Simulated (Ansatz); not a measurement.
Values for one crystal, relaxed and computed with the program Ansatz at the PBEsol level (PAW); other levels are named.

```yaml
volume_per_atom: 27.09 Å³
band_gap: 0.07 eV (direct)
valence_band_maximum: at R
hill_bulk_and_shear_moduli: 56.5 and 31.1 GPa
Young's modulus: 78.8 GPa
HSE06 gap on the PBEsol cell: 0.54 eV
debye_temperature_from_the_elastic_constants: 217 K
```

Task: Which of these materials gives this?
A. CaSe, rock salt
B. Ag2S, Cmcm (Ag on 4a, Ag on 4c, S on 4c)
C. Pb2SeS, P4/mmm (Pb on 1a, Pb on 1d, Se on 1c, S on 1b)
D. MgS, zinc blende

Result: C, Pb2SeS, P4/mmm (Pb on 1a, Pb on 1d, Se on 1c, S on 1b)

The first step of the workflow began from a Materials Project structure, measured or hypothetical; the Crystallography Open Database copy checked does not list it. With Se and S taken as one species the cell has the higher symmetry Fm-3m, so it may be an ordered model of a mixed-site phase. Its standing as an ambient phase is unchecked. The PBEsol relaxation kept the symmetry of its start; of distortions, only those at the zone centre were tested. Scalar-relativistic: spin–orbit coupling is off unless named, which matters more the heavier the elements.

Potentials: the later of the program's two PAW sets.
